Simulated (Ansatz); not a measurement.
One crystal and one scan (frozen-phonon scan) at two levels, r2SCAN (plane waves to 500 eV, PAW, scalar-relativistic; Ansatz, a program for electronic structure) and PBE (plane waves to 420 eV, PAW, scalar-relativistic; Ansatz), each from its own relaxed cell and on its own mesh. The cell shown is that of r2SCAN.

Starting cell, GaN (wurtzite):

```yaml
crystal:
  lattice:
    - [3.18312, 0.00000, 0.00000]
    - [-1.59156, 2.75667, 0.00000]
    - [0.00000, 0.00000, 10.36727]
  atoms:
    - { symbol: Ga, position: [0.66667, 0.33333, 0.00049] }
    - { symbol: Ga, position: [0.66667, 0.33333, 0.50049] }
    - { symbol: Ga, position: [0.33333, 0.66667, 0.25049] }
    - { symbol: Ga, position: [0.33333, 0.66667, 0.75049] }
    - { symbol: N, position: [0.66667, 0.33333, 0.31211] }
    - { symbol: N, position: [0.66667, 0.33333, 0.81211] }
    - { symbol: N, position: [0.33333, 0.66667, 0.06211] }
    - { symbol: N, position: [0.33333, 0.66667, 0.56211] }
```

A phonon eigenvector at A = (0.0, 0.0, 0.5) is frozen into this cell: atom i moves by Q times the vector below, so Q is the largest atomic displacement, in Å. The cell is held. It is one choice among 4 degenerate patterns. (q is in reciprocal vectors of the primitive cell; the cell shown is doubled to hold the pattern.)

```tsv
atom	x	y	z
Ga1	0.000	0.172	0.000
Ga2	0.000	-0.172	0.000
Ga3	0.000	-1.000	0.000
Ga4	0.000	1.000	0.000
N5	0.000	-0.904	0.000
N6	0.000	0.904	0.000
N7	0.000	0.080	0.000
N8	0.000	-0.080	0.000
```

GaN was relaxed with its symmetry unable to fall. Percentages come from the unrounded values.

Results of r2SCAN:

| Item | Result |
|---|---|
| Lattice constant a (Å) | 3.183 |
| Lattice constant c (Å) | 5.184 |
| Relaxed volume (Å³/atom) | 11.37 |
| Harmonic wavenumber from the curvature (finite differences) (cm⁻¹ (negative: imaginary)) | 108 |
| Shape of the curve | a single well with its minimum at or next to zero displacement |

**Question.** Estimate the PBE values.

**Answer.** 
```
quantity                                                                                    PBE     r2SCAN − PBE
----------------------------------------------------------------------------------------  -----  ---------------
Lattice constant a (Å)                                                                    3.218  -0.035 (-1.1 %)
Lattice constant c (Å)                                                                    5.243  -0.059 (-1.1 %)
Relaxed volume (Å³/atom)                                                                  11.76   -0.39 (-3.3 %)
Harmonic wavenumber from the curvature (finite differences) (cm⁻¹ (negative: imaginary))    104        +4 (+4 %)
```

r2SCAN gives the higher value for: harmonic wavenumber from the curvature. r2SCAN gives the lower value for: lattice constant a; lattice constant c; relaxed volume. Both give the same shape of the curve: a single well with its minimum at or next to zero displacement.

(A displaced cell: forces are minus the slopes of the energy, force constants its curvatures, and phonons follow from these.)
